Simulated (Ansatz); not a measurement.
## Data sheet: AlPd (DFT)

AlPd:
Space group P2₁3 (No. 198); a = b = c = 4.8645 Å, α = β = γ = 90.00°

```
atom  site  symmetry       x       y       z
----  ----  --------  ------  ------  ------
Al      4a       .3.  0.8446  0.8446  0.8446
Pd      4a       .3.  0.1479  0.1479  0.1479
```

Space group P2_13 (No. 198); conventional cell a = b = c = 4.864 Å, α = β = γ = 90.00°.

Method: DFT-r²SCAN in the program Ansatz with PAW potentials. Geometry: relaxed at this level of theory. Other levels are named where they apply.

Cell and energy:

```yaml
volume_per_atom: 14.39 Å³
density: 7.70 g/cm³
Formation energy from the elements (no fitted shifts): -0.93 eV/atom
```

Electronic structure:

```yaml
electronic_character: metallic (no gap)
Density of states at the Fermi level: 0.22 states/eV per atom (mean over ±0.08 eV)
```

The first step of the workflow began from a Materials Project structure, measured or hypothetical; the Crystallography Open Database copy checked does not list it. With Al and Pd taken as one species the cell has the higher symmetry Pa-3, so it may be an ordered model of a mixed-site phase. Whether it is the stable phase at ambient conditions was not checked. The r²SCAN relaxation kept the symmetry of its start; its stability against distortions is not shown here. No spin polarisation was allowed. The references are the lowest solids computed at this level, not always the standard phases. Spin–orbit coupling is left out wherever it is not named.

Potentials: the later of the program's two PAW sets.
